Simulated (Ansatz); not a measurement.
Be2C (fluorite or antifluorite type, space group No. 225) at seven volumes, plane-wave PAW LDA (Ansatz code), scaled uniformly. One row is withheld.

```tsv
V (Å³/atom)	P (GPa)
5.897	24.06
6.091	14.92
6.286	?
6.480	0.00
6.675	-6.09
6.869	-11.41
7.063	-16.07
```

Task: Fit the shown pressures and predict the withheld one.

Result: P = (3/2)B₀(x^(7/2) − x^(5/2))[1 + (3/4)(B′ − 4)(x − 1)] with x = (V₀/V)^(2/3). Least squares on the six rows gives V₀ = 6.480 Å³/atom, B₀ = 217 GPa, B′ = 3.48. At V = 6.286, x = 1.0205 and P = 6.95 GPa. The run itself gave 6.95 GPa.

Space group Fm-3m (fluorite or antifluorite type). Symmetry was held in the LDA relaxation; phonons on a q-mesh show no instability.

Potentials: the later of the program's two PAW sets.
